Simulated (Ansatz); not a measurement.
SiW:
Space group P-6m2 (No. 187); a = 3.144 Å, b = 3.144 Å, c = 3.517 Å, α = 90.00°, β = 90.00°, γ = 120.00°

| atom | site | symmetry | x | y | z |
|---|---|---|---|---|---|
| W | 1a | -6m2 | 0.0000 | 0.0000 | 0.0000 |
| Si | 1f | -6m2 | 0.6667 | 0.3333 | 0.5000 |

This is the PBE-relaxed structure.

**Question.** All from PBE (plane waves, PAW; program Ansatz), unless another level is named. Estimate the electronic character.

**Answer.** metallic (no gap).

**Question.** And the density of states at the Fermi level?

**Answer.** 0.31 states/eV per atom (mean over ±0.08 eV).

**Question.** Give the formation energy from the elements (no fitted shifts).

**Answer.** -0.083 eV/atom.

The cell is a constructed one: a structure type filled with these elements; neither database checked (COD, Materials Project) lists it. Its standing as an ambient phase is unchecked. Symmetry was held in the PBE relaxation; whether a distortion lowers the energy is not shown. The run is not spin-polarised. The references are the lowest solids computed at this level, not always the standard phases. Spin–orbit coupling is left out wherever it is not named.

Potentials: the later of the program's two PAW sets.
